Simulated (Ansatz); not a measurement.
Method: DFT PBE, scalar-relativistic, plane waves, PAW in Ansatz 0.2.0. Settings: cutoff 420 eV, Γ-centred meshes spaced at most about 0.3 Å⁻¹, and about 0.25 Å⁻¹ or finer for metals (2π included), Gaussian smearing. No spin polarisation in the final relaxations.

Temperature and zero-point effects are left out. All come from trial cells, and lower structures may exist.

Problem. Order these relaxed structures of Cu3O by energy, lowest first, with the energy over the lowest of them.
A.

```xyz
4
Lattice="-2.3153 2.3153 2.3153 2.3153 -2.3153 2.3153 2.3153 2.3153 -2.3153" Properties=species:S:1:pos:R:3 pbc="T T T"
Cu    2.3153    0.0000    0.0000
Cu    0.0000    2.3153    0.0000
Cu    0.0000    0.0000    2.3153
O     0.0000    0.0000    0.0000
```

B.

```xyz
4
Lattice="3.9814 0.0000 0.0000 0.0000 3.9814 0.0000 0.0000 0.0000 3.9814" Properties=species:S:1:pos:R:3 pbc="T T T"
Cu    1.9907    0.0000    0.0000
Cu    0.0000    1.9907    0.0000
Cu    0.0000    0.0000    1.9907
O     0.0000    0.0000    0.0000
```

C.

```xyz
4
Lattice="0.0000 2.8165 2.8165 2.8165 0.0000 2.8165 2.8165 2.8165 0.0000" Properties=species:S:1:pos:R:3 pbc="T T T"
Cu    1.4082    1.4082    1.4082
Cu    4.2247    4.2247    4.2247
Cu    2.8165    2.8165    2.8165
O     0.0000    0.0000    0.0000
```

D.

```xyz
4
Lattice="3.5441 0.0000 0.0000 0.0000 3.5441 0.0000 0.0000 0.0000 3.5441" Properties=species:S:1:pos:R:3 pbc="T T T"
Cu    0.0000    1.7721    1.7721
Cu    1.7721    0.0000    1.7721
Cu    1.7721    1.7721    0.0000
O     0.0000    0.0000    0.0000
```

Solution. B (0 meV/atom), D (59 meV/atom), C (69 meV/atom), A (222 meV/atom). Forms: B anti-ReO3 type, Pm-3m; D Pm-3m; C BiF3 (D0_3) type, Fm-3m; A Im-3m. Counting Cu atoms around O (those within 1.25 times the shortest such distance or 1.15 times the sum of covalent radii; a plus sign parts nearer from farther groups; the shortest distance is added where it is long for a bond): B has O 6; D has O 12 from 2.5 Å; C has O 8+6 from 2.4 Å; A has O 6. Even the lowest lies +0.20 eV/atom against the elements.

The k mesh leaves some 4 meV/atom of noise in the energy of each metallic cell. In Pm-3m at 15.8 Å³/atom, Pm-3m at 11.1 Å³/atom, Fm-3m, Im-3m an odd number of electrons in the primitive cell allows no gap without spin; a larger cell or a magnetic state could open one. No Hubbard U is applied to the 3d shell of Cu. Cells relaxed within their symmetry can be saddle points. Some types were kept out of the candidates beforehand, so the set may lack a known form.
